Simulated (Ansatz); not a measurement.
input.yaml

```yaml
crystal:
  lattice:
    - [7.537, 0.0, 0.0]
    - [-3.7685, 6.5272334683, 0.0]
    - [0.0, 0.0, 5.223]
  atoms:
    - { symbol: Ti, position: [0.3333333333, 0.6666666667, 0.0] }
    - { symbol: Ti, position: [0.6666666667, 0.3333333333, 0.5] }
    - { symbol: Ti, position: [0.6666666667, 0.3333333333, 0.0] }
    - { symbol: Ti, position: [0.3333333333, 0.6666666667, 0.5] }
    - { symbol: Ti, position: [0.23, 0.0, 0.25] }
    - { symbol: Ti, position: [0.23, 0.23, 0.75] }
    - { symbol: Ti, position: [0.0, 0.23, 0.25] }
    - { symbol: Ti, position: [0.77, 0.0, 0.75] }
    - { symbol: Ti, position: [0.77, 0.77, 0.25] }
    - { symbol: Ti, position: [0.0, 0.77, 0.75] }
    - { symbol: Ge, position: [0.6, 0.0, 0.25] }
    - { symbol: Ge, position: [0.6, 0.6, 0.75] }
    - { symbol: Ge, position: [0.0, 0.6, 0.25] }
    - { symbol: Ge, position: [0.4, 0.0, 0.75] }
    - { symbol: Ge, position: [0.4, 0.4, 0.25] }
    - { symbol: Ge, position: [0.0, 0.4, 0.75] }
basis:
  ecutwfc: 420
kpoints:
  mp_grid: { grid: [3, 3, 4] }
hamiltonian:
  xc: pbesol
scf:
  occupations: { method: gaussian, width: 0.1 }
output:
  forces: true
  stress: true
  eigenvalues: true
relax:
  adjacent_minimum: "off"
  f_tol: 0.05
  max_steps: 80
  cell: { stress_tol: 0.5 }
```

Run as
```bash
ansatz run input.yaml --threads 4 --pin off --max-ram 10240MiB --backend cpu --events-out ev --progress --plain --runs-dir out
```

Method: DFT PBEsol, scalar-relativistic, plane waves, PAW (Ansatz).

Part of what the program printed, abridged (iterations and final results):

```
SCF iter   1: F=—  HF=-50271.771265 eV  |F-HF|=—  |Δ(HF+E_count)|=         —  Δρ=6.97e-3  dr2=2.37e-1  ethr=1.77e-3  ⟨swp⟩=5.3  Hψ=4199  notcnv=0
SCF iter   2: F=—  HF=-50271.745571 eV  |F-HF|=—  |Δ(HF+E_count)|=   2.57e-2  Δρ=2.86e-3  dr2=5.31e-2  ethr=1.16e-4  ⟨swp⟩=2.0  Hψ=1370  notcnv=0  defer=92
SCF iter   3: F=—  HF=-50271.741859 eV  |F-HF|=—  |Δ(HF+E_count)|=   3.71e-3  Δρ=7.33e-4  dr2=2.43e-3  ethr=2.60e-5  ⟨swp⟩=2.0  Hψ=1115  notcnv=0  defer=92
SCF iter   4: F=—  HF=-50271.741591 eV  |F-HF|=—  |Δ(HF+E_count)|=   2.68e-4  Δρ=2.89e-4  dr2=2.86e-4  ethr=1.19e-6  ⟨swp⟩=2.0  Hψ=1566  notcnv=0  defer=92
SCF iter   5: F=—  HF=-50271.741494 eV  |F-HF|=—  |Δ(HF+E_count)|=   9.73e-5  Δρ=1.30e-4  dr2=7.01e-5  ethr=1.40e-7  ⟨swp⟩=2.0  Hψ=1562  notcnv=0  defer=92
SCF iter   6: F=—  HF=-50271.741375 eV  |F-HF|=—  |Δ(HF+E_count)|=   1.18e-4  Δρ=3.54e-5  dr2=4.71e-6  ethr=3.44e-8  ⟨swp⟩=2.1  Hψ=1317  notcnv=0  defer=92
SCF iter   7: F=—  HF=-50271.741374 eV  |F-HF|=—  |Δ(HF+E_count)|=   7.87e-7  Δρ=9.56e-6  dr2=3.01e-7  ethr=2.31e-9  ⟨swp⟩=2.0  Hψ=1257  notcnv=0  defer=92
SCF iter   8: F=-50271.741374 eV  HF=-50271.741374 eV  |F-HF|=7.84e-9  |Δ(HF+E_count)|=   4.30e-8  Δρ=2.27e-6  dr2=1.46e-8  ethr=4.90e-11  ⟨swp⟩=9.0  Hψ=3989  notcnv=0
SCF 1 converged in 8 iterations: F = -50271.741374 eV  dr2 = 1.46e-8
relax step   1: F+E_penalty+E_count = -50271.74137441 eV  Δ(F+E_penalty+E_count) = +0.000e0 eV  max|allowed force component| = 9.428e-1 eV/Å  Δτ_max = 0.0000 Å  P = -4.064 GPa  Ω = 256.949 Å³  (8 SCF iters, dr2 threshold 1.00e-7 eV, accepted)
Crystal: 16 atoms, lattice volume = 246.647 Å³
Basis set: ecut = 420 eV, 4853 PW (Γ), exchange–correlation on 108×108×72 points (8 copies of the dense FFT grid, shifted against one another)
Initial density: handed on by an earlier stage of this run
Initial wavefunctions: those handed on with the density
SCF iter   1: F=—  HF=-50272.960839 eV  |F-HF|=—  |Δ(HF+E_count)|=         —  Δρ=2.54e-2  dr2=7.05e0  ethr=3.10e-3  ⟨swp⟩=10.2  Hψ=5026  notcnv=0
SCF iter   2: F=—  HF=-50272.539405 eV  |F-HF|=—  |Δ(HF+E_count)|=   4.21e-1  Δρ=1.32e-2  dr2=2.50e0  ethr=3.10e-3  ⟨swp⟩=1.8  Hψ=1302  notcnv=0  defer=88
SCF iter   3: F=—  HF=-50272.237232 eV  |F-HF|=—  |Δ(HF+E_count)|=   3.02e-1  Δρ=3.38e-3  dr2=1.19e-1  ethr=1.23e-3  ⟨swp⟩=2.1  Hψ=1235  notcnv=0  defer=117
SCF iter   4: F=—  HF=-50272.206512 eV  |F-HF|=—  |Δ(HF+E_count)|=   3.07e-2  Δρ=9.63e-4  dr2=7.76e-3  ethr=5.84e-5  ⟨swp⟩=2.3  Hψ=1503  notcnv=0  defer=106
SCF iter   5: F=—  HF=-50272.204553 eV  |F-HF|=—  |Δ(HF+E_count)|=   1.96e-3  Δρ=4.00e-4  dr2=6.07e-4  ethr=3.80e-6  ⟨swp⟩=2.0  Hψ=1494  notcnv=0  defer=106
SCF iter   6: F=—  HF=-50272.204208 eV  |F-HF|=—  |Δ(HF+E_count)|=   3.45e-4  Δρ=2.01e-4  dr2=1.21e-4  ethr=2.97e-7  ⟨swp⟩=2.1  Hψ=1745  notcnv=0  defer=106
SCF iter   7: F=—  HF=-50272.204170 eV  |F-HF|=—  |Δ(HF+E_count)|=   3.72e-5  Δρ=4.96e-5  dr2=7.05e-6  ethr=5.93e-8  ⟨swp⟩=2.0  Hψ=1666  notcnv=0  defer=106
SCF iter   8: F=—  HF=-50272.204168 eV  |F-HF|=—  |Δ(HF+E_count)|=   2.05e-6  Δρ=2.28e-5  dr2=8.20e-7  ethr=7.84e-10  ⟨swp⟩=11.8  Hψ=4741  notcnv=0
SCF iter   9: F=-50272.204168 eV  HF=-50272.204168 eV  |F-HF|=5.59e-9  |Δ(HF+E_count)|=   8.27e-7  Δρ=6.72e-6  dr2=8.30e-8  ethr=4.02e-10  ⟨swp⟩=3.4  Hψ=3121  notcnv=0
SCF 2 converged in 9 iterations: F = -50272.204168 eV  dr2 = 8.30e-8
relax step   2: F+E_penalty+E_count = -50272.20416752 eV  Δ(F+E_penalty+E_count) = -4.628e-1 eV  max|allowed force component| = 5.772e-1 eV/Å  Δτ_max = 0.1951 Å  P = +2.916 GPa  Ω = 246.647 Å³  energy of the carried Pulay correction = +1.395e-3 eV  (9 SCF iters, dr2 threshold 1.60e-6 eV, accepted)
Crystal: 16 atoms, lattice volume = 251.353 Å³
Basis set: ecut = 420 eV, 4937 PW (Γ), exchange–correlation on 108×108×72 points (8 copies of the dense FFT grid, shifted against one another)
SCF iter   1: F=—  HF=-50272.463077 eV  |F-HF|=—  |Δ(HF+E_count)|=         —  Δρ=1.19e-2  dr2=1.51e0  ethr=7.41e-4  ⟨swp⟩=1.1  Hψ=5585  notcnv=0
SCF iter   2: F=—  HF=-50272.397692 eV  |F-HF|=—  |Δ(HF+E_count)|=   6.54e-2  Δρ=5.74e-3  dr2=4.33e-1  ethr=7.41e-4  ⟨swp⟩=1.0  Hψ=1107  notcnv=0
SCF iter   3: F=—  HF=-50272.363186 eV  |F-HF|=—  |Δ(HF+E_count)|=   3.45e-2  Δρ=9.88e-4  dr2=1.66e-2  ethr=2.12e-4  ⟨swp⟩=1.9  Hψ=1147  notcnv=0
SCF iter   4: F=—  HF=-50272.360660 eV  |F-HF|=—  |Δ(HF+E_count)|=   2.53e-3  Δρ=4.04e-4  dr2=9.71e-4  ethr=8.16e-6  ⟨swp⟩=2.0  Hψ=1327  notcnv=0
SCF iter   5: F=—  HF=-50272.360304 eV  |F-HF|=—  |Δ(HF+E_count)|=   3.56e-4  Δρ=1.86e-4  dr2=1.15e-4  ethr=4.76e-7  ⟨swp⟩=2.0  Hψ=1686  notcnv=0
SCF iter   6: F=—  HF=-50272.360228 eV  |F-HF|=—  |Δ(HF+E_count)|=   7.67e-5  Δρ=7.65e-5  dr2=2.10e-5  ethr=5.61e-8  ⟨swp⟩=2.0  Hψ=1657  notcnv=0
SCF iter   7: F=—  HF=-50272.360219 eV  |F-HF|=—  |Δ(HF+E_count)|=   8.32e-6  Δρ=2.79e-5  dr2=2.84e-6  ethr=1.03e-8  ⟨swp⟩=2.0  Hψ=1660  notcnv=0
SCF iter   8: F=-50272.360218 eV  HF=-50272.360219 eV  |F-HF|=1.86e-7  |Δ(HF+E_count)|=   5.83e-7  Δρ=9.34e-6  dr2=2.98e-7  ethr=7.84e-10  ⟨swp⟩=7.8  Hψ=4133  notcnv=0
SCF 3 converged in 8 iterations: F = -50272.360218 eV  dr2 = 2.98e-7
relax step   3: F+E_penalty+E_count = -50272.36021846 eV  Δ(F+E_penalty+E_count) = -1.561e-1 eV  max|allowed force component| = 1.039e-1 eV/Å  Δτ_max = 0.0541 Å  P = -0.542 GPa  Ω = 251.353 Å³  energy of the carried Pulay correction = +7.507e-4 eV  (8 SCF iters, dr2 threshold 1.60e-6 eV, accepted)
Crystal: 16 atoms, lattice volume = 250.616 Å³
Basis set: ecut = 420 eV, 4925 PW (Γ), exchange–correlation on 108×108×72 points (8 copies of the dense FFT grid, shifted against one another)
SCF iter   1: F=—  HF=-50272.365478 eV  |F-HF|=—  |Δ(HF+E_count)|=         —  Δρ=6.24e-4  dr2=2.13e-3  ethr=1.05e-6  ⟨swp⟩=2.1  Hψ=4852  notcnv=0
SCF iter   2: F=—  HF=-50272.365355 eV  |F-HF|=—  |Δ(HF+E_count)|=   1.23e-4  Δρ=3.36e-4  dr2=6.59e-4  ethr=1.04e-6  ⟨swp⟩=1.0  Hψ=1107  notcnv=0
SCF iter   3: F=—  HF=-50272.365117 eV  |F-HF|=—  |Δ(HF+E_count)|=   2.37e-4  Δρ=6.15e-5  dr2=2.85e-5  ethr=3.23e-7  ⟨swp⟩=2.0  Hψ=1175  notcnv=0
SCF iter   4: F=—  HF=-50272.365111 eV  |F-HF|=—  |Δ(HF+E_count)|=   6.66e-6  Δρ=3.53e-5  dr2=5.75e-6  ethr=1.40e-8  ⟨swp⟩=2.0  Hψ=1651  notcnv=0
SCF iter   5: F=-50272.365107 eV  HF=-50272.365108 eV  |F-HF|=5.78e-7  |Δ(HF+E_count)|=   3.28e-6  Δρ=1.46e-5  dr2=8.46e-7  ethr=2.82e-9  ⟨swp⟩=2.0  Hψ=1663  notcnv=0
SCF iter   6: F=-50272.365107 eV  HF=-50272.365107 eV  |F-HF|=7.35e-8  |Δ(HF+E_count)|=   2.39e-7  Δρ=5.07e-6  dr2=9.76e-8  ethr=4.14e-10  ⟨swp⟩=2.8  Hψ=4036  notcnv=0
SCF 4 converged in 6 iterations: F = -50272.365107 eV  dr2 = 9.76e-8
relax step   4: F+E_penalty+E_count = -50272.36510719 eV  Δ(F+E_penalty+E_count) = -4.889e-3 eV  max|allowed force component| = 4.303e-2 eV/Å  Δτ_max = 0.0068 Å  P = -0.076 GPa  Ω = 250.616 Å³  energy of the carried Pulay correction = +8.507e-4 eV  (6 SCF iters, dr2 threshold 1.18e-6 eV, accepted)
Initial wavefunctions: pseudopotential atomic-orbital guess (no wavefunctions were taken with the density)
SCF iter   1: F=—  HF=-50272.364411 eV  |F-HF|=—  |Δ(HF+E_count)|=         —  Δρ=1.76e-5  dr2=1.78e-7  ethr=3.02e-8  ⟨swp⟩=3.6  Hψ=6728  notcnv=0
SCF iter   2: F=—  HF=-50272.364253 eV  |F-HF|=—  |Δ(HF+E_count)|=   1.58e-4  Δρ=1.24e-5  dr2=1.41e-7  ethr=8.72e-11  ⟨swp⟩=2.0  Hψ=1697  notcnv=0
SCF iter   3: F=—  HF=-50272.364253 eV  |F-HF|=—  |Δ(HF+E_count)|=   3.93e-8  Δρ=4.74e-6  dr2=2.54e-8  ethr=6.93e-11  ⟨swp⟩=3.0  Hψ=1683  notcnv=0
SCF iter   4: F=-50272.364253 eV  HF=-50272.364253 eV  |F-HF|=6.84e-10  |Δ(HF+E_count)|=   8.09e-9  Δρ=7.58e-7  dr2=1.88e-9  ethr=1.25e-11  ⟨swp⟩=2.3  Hψ=1573  notcnv=0
SCF iter   5: F=-50272.364253 eV  HF=-50272.364253 eV  |F-HF|=2.62e-10  |Δ(HF+E_count)|=  2.18e-10  Δρ=2.66e-7  dr2=3.73e-10  ethr=1.00e-12  ⟨swp⟩=2.0  Hψ=1662  notcnv=0
SCF iter   6: F=-50272.364253 eV  HF=-50272.364253 eV  |F-HF|=5.82e-11  |Δ(HF+E_count)|=  5.82e-11  Δρ=1.03e-7  dr2=6.97e-11  ethr=1.00e-12  ⟨swp⟩=2.4  Hψ=2446  notcnv=0
SCF 5 converged in 6 iterations: F = -50272.364253 eV  dr2 = 6.97e-11
SCF converged after 6 iterations
Free energy (F): -50272.364253 eV
Harris-Foulkes:  -50272.364253 eV  (|F-HF|=5.82e-11)
Internal energy: -50272.311066 eV  (E = F + TS)
E sigma→0 (E₀):  -50272.337660 eV
Entropy (-TS):   -0.053187 eV (-3.324 meV/atom)
Fermi energy:    14.252876 eV
--- Per-component energies (eV) ---
  E_band       = -1840.731374
  E_kinetic    = 3418.304480
  E_local      = -20430.455609  (includes V_loc(G=0)·N_el)
  E_nonlocal   = 2618.761464
  E_hartree    = 8885.809237
  E_xc         = -1434.374337
  E_vxc        = -1626.761755  (∫ρ·V_xc dr)
  E_paw        = -22103.977999  (= ΣΔE_a)
  E_vpaw       = -3592.200563  (= ΣTr[D̂ρ^β])
  E_aug_tail   = 0.002878  (compensation charges beyond the density's cutoff)
  E_ewald      = -21233.282641
  E_core_change = 6.901460  (= ΣΔE_core)
  E_smearing   = -0.053187  (= −TS)
--- Forces (eV/Å), atoms counted from 1 ---
  atom   1  Ti     0.00000000     0.00000000     0.00000000
  atom   2  Ti     0.00000000     0.00000000     0.00000000
  atom   3  Ti     0.00000000     0.00000000     0.00000000
  atom   4  Ti     0.00000000     0.00000000     0.00000000
  atom   5  Ti     0.00190189     0.00000000     0.00000000
  atom   6  Ti     0.00095095     0.00164709     0.00000000
  atom   7  Ti    -0.00095095     0.00164709     0.00000000
  atom   8  Ti    -0.00190189     0.00000000     0.00000000
  atom   9  Ti    -0.00095095    -0.00164709     0.00000000
  atom  10  Ti     0.00095095    -0.00164709     0.00000000
  atom  11  Ge     0.04309691     0.00000000     0.00000000
  atom  12  Ge     0.02154845     0.03732302     0.00000000
  atom  13  Ge    -0.02154845     0.03732302     0.00000000
  atom  14  Ge    -0.04309691     0.00000000     0.00000000
  atom  15  Ge    -0.02154845    -0.03732302     0.00000000
  atom  16  Ge     0.02154845    -0.03732302     0.00000000
--- Stress (GPa, compression-positive) ---
       -0.065132       0.000000       0.000000
        0.000000      -0.065132       0.000000
        0.000000       0.000000      -0.092771
  P = ⅓ Tr σ = -0.0743 GPa (-0.743 kbar)
--- Band table (eV; the first three rows and the last of 9) ---
  k-point 0: bands = ["-42.4500", "-42.4337", "-42.4337", "-42.4208", "-42.4197", "-42.4197", "-41.8941", "-41.8938", "-41.7313", "-41.7311", "-18.9395", "-18.9176", "-18.8904", "-18.8840", "-18.8840", "-18.8433", "-18.8433", "-18.8388", "-18.8388", "-18.7907", "-18.7907", "-18.7610", "-18.7610", "-18.7491", "-18.7463", "-18.7418", "-18.7284", "-18.7284", "-18.6767", "-18.6069", "-18.3405", "-18.3405", "-18.3404", "-18.3404", "-18.2167", "-18.2167", "-18.2156", "-18.2156", "-17.6374", "-17.6362", "-9.6370", "-9.6352", "-9.6352", "-9.6334", "-9.6329", "-9.6293", "-9.6293", "-9.6282", "-9.6282", "-9.6261", "-9.6081", "-9.6081", "-9.6002", "-9.6002", "-9.5911", "-9.5906", "-9.5906", "-9.5894",  ...
  k-point 1: bands = ["-42.4457", "-42.4316", "-42.4316", "-42.4250", "-42.4217", "-42.4217", "-41.8706", "-41.8704", "-41.7555", "-41.7554", "-18.9304", "-18.9166", "-18.8989", "-18.8989", "-18.8690", "-18.8594", "-18.8594", "-18.8238", "-18.8238", "-18.8094", "-18.8094", "-18.7700", "-18.7414", "-18.7414", "-18.7314", "-18.7092", "-18.7092", "-18.7024", "-18.5379", "-18.5173", "-18.3238", "-18.3238", "-18.3236", "-18.3236", "-18.2362", "-18.2362", "-18.2349", "-18.2349", "-17.7982", "-17.7981", "-9.6460", "-9.6433", "-9.6433", "-9.6369", "-9.6338", "-9.6338", "-9.6216", "-9.6176", "-9.6151", "-9.6151", "-9.6075", "-9.6075", "-9.6025", "-9.6025", "-9.5986", "-9.5932", "-9.5932", "-9.5909",  ...
  k-point 2: bands = ["-42.4354", "-42.4354", "-42.4266", "-42.4266", "-42.4266", "-42.4266", "-41.8133", "-41.8133", "-41.8133", "-41.8133", "-18.9181", "-18.9181", "-18.8932", "-18.8932", "-18.8932", "-18.8932", "-18.8234", "-18.8234", "-18.8160", "-18.8160", "-18.8160", "-18.8160", "-18.7098", "-18.7098", "-18.7098", "-18.7098", "-18.7081", "-18.7081", "-18.2834", "-18.2834", "-18.2834", "-18.2834", "-18.2786", "-18.2786", "-18.2786", "-18.2786", "-18.1773", "-18.1773", "-18.1735", "-18.1735", "-9.6447", "-9.6447", "-9.6423", "-9.6423", "-9.6423", "-9.6423", "-9.6106", "-9.6106", "-9.6064", "-9.6064", "-9.6064", "-9.6064", "-9.6019", "-9.6019", "-9.6008", "-9.6008", "-9.6008", "-9.6008",  ...
  k-point 8: bands = ["-42.4349", "-42.4349", "-42.4269", "-42.4269", "-42.4269", "-42.4269", "-41.8133", "-41.8133", "-41.8133", "-41.8133", "-18.9210", "-18.9210", "-18.8820", "-18.8820", "-18.8820", "-18.8820", "-18.8298", "-18.8298", "-18.8187", "-18.8187", "-18.8187", "-18.8187", "-18.7154", "-18.7154", "-18.7117", "-18.7117", "-18.7117", "-18.7117", "-18.2838", "-18.2838", "-18.2806", "-18.2806", "-18.2806", "-18.2806", "-18.2768", "-18.2768", "-18.1749", "-18.1749", "-18.1749", "-18.1749", "-9.6439", "-9.6439", "-9.6430", "-9.6430", "-9.6430", "-9.6430", "-9.6090", "-9.6090", "-9.6090", "-9.6090", "-9.6061", "-9.6061", "-9.6012", "-9.6012", "-9.6011", "-9.6011", "-9.6011", "-9.6011",  ...
--- Relaxed structure (4 steps of the walk, 4 accepted, 1 SCFs on fresh bases) ---
  F+E_penalty+E_count = -50272.36425299 eV   max|allowed force component| = 4.310e-2 eV/Å   (the final SCF, on the basis selected at the relaxed cell)
  cell:  # Å, volume = 250.6164 Å³
    - [7.50191148, 0.0, 0.0]
    - [-3.75095574, 6.49684591, 0.0]
    - [0.0, 0.0, 5.14203537]
  atoms:
    - { symbol: Ti, position: [0.33333333, 0.66666666, 0.0] }
    - { symbol: Ti, position: [0.66666666, 0.33333333, 0.5] }
    - { symbol: Ti, position: [0.66666666, 0.33333333, 0.0] }
    - { symbol: Ti, position: [0.33333333, 0.66666666, 0.5] }
    - { symbol: Ti, position: [0.24918606, 0.0, 0.25] }
    - { symbol: Ti, position: [0.24918606, 0.24918606, 0.75000000] }
    - { symbol: Ti, position: [0.0, 0.24918606, 0.25] }
    - { symbol: Ti, position: [0.75081393, 0.0, 0.75000000] }
    - { symbol: Ti, position: [0.75081393, 0.75081393, 0.25] }
    - { symbol: Ti, position: [0.0, 0.75081393, 0.75000000] }
    - { symbol: Ge, position: [0.60956478, 0.0, 0.25] }
    - { symbol: Ge, position: [0.60956478, 0.60956478, 0.75000000] }
    - { symbol: Ge, position: [0.0, 0.60956478, 0.25] }
    - { symbol: Ge, position: [0.39043521, 0.0, 0.75000000] }
    - { symbol: Ge, position: [0.39043521, 0.39043521, 0.25] }
    - { symbol: Ge, position: [0.0, 0.39043521, 0.75000000] }
```

The relaxation met its thresholds.

It took 30 s on 4 threads of Intel(R) Xeon(R) Processor @ 2.70GHz (shared host), peak memory 1.1 GiB.

The k mesh is coarse.